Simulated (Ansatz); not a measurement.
AlPd (rock salt, space group No. 225), DFT-r²SCAN in the program Ansatz with PAW potentials, all energies at zero smearing, with the estimated change up to a 700 eV cutoff added, with one set of potentials and settings (totals compare only within such a set). Cell of 2 atoms (1 Pd, 1 Al): -7526.908 eV.

```json
[
 {"element": "Pd", "reference phase": "Fm-3m, 1 atoms in the cell", "E (eV/atom)": "-6985.7456"},
 {"element": "Al", "reference phase": "Fm-3m, 1 atoms in the cell", "E (eV/atom)": "-540.4083"}
]
```

Formation energy per atom, worked out: (-7526.908 − 1×(-6985.7456) − 1×(-540.4083))/2 = -0.377 eV/atom (-36 kJ per mol of atoms), at 0 K, without zero-point energy or fitted corrections.

The start of the workflow was typed in or built on a structure type; neither database checked (COD, Materials Project) lists it. Its standing as an ambient phase is unchecked. Symmetry was held in the r²SCAN relaxation. At this level the phase is mechanically unstable. The run is not spin-polarised. The references are the lowest solids computed at this level, not always the standard phases.

Potentials: the later of the program's two PAW sets.
